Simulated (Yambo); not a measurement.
Yambo run on a free-standing WS2 monolayer (symmetry P-6m2, slab cell 16.1 Å high). The wavefunctions are norm-conserving LDA (Quantum ESPRESSO, 70 Ry, without SOC) ones on a 9×9×1 mesh (13 occupied bands); a = b = 3.123 Å, c = 16.100 Å, α = β = 90.00°, γ = 120.00°.

Yambo input:

```
rim_cut
gw0
dyson
el_el_corr
HF_and_locXC
ppa
em1d
rim_w
RandQpts= 1000000
RandGvec= 2 Ry
CUTGeo= "slab z"
EXXRLvcs= 70 Ry
VXCRLvcs= 280 Ry
Chimod= "HARTREE"
% BndsRnXp
 2 | 104 |
%
NGsBlkXp= 7 Ry
% LongDrXp
 1.0 | 1.0 | 0.0 |
%
RandGvecW= 1000 mRy
PPAPntXp= 27.2114 eV
% GbndRnge
 1 | 104 |
%
GTermKind= "none"
DysSolver= "n"
ExtendOut
% QPkrange
 12 | 12 | 13 | 14 |
%
```

k points by index: 12 = K.

The o-*.qp file then holds:

```
#    K-point    Band    Eo [eV]    E [eV]    E-Eo [eV]    Vxc [eV]    Vnlxc [eV]    Sc|Eo [eV]    Sc|E [eV]    dSc/dw|Eo [eV]    Re(Z)    Im(Z)
#
    12    13    0.000000    0.200656    0.200656    -15.33146    -15.72602    0.654871    0.595222    -8.092631    0.770768    -0.002032
    12    14    1.992982    3.234087    1.241105    -16.50658    -12.13403    -2.765283    -3.131449    -8.027112    0.772201    -0.002008
```
(The two width columns are left out.) Convergence of these settings isn't established.

Geometry relaxed with LDA.
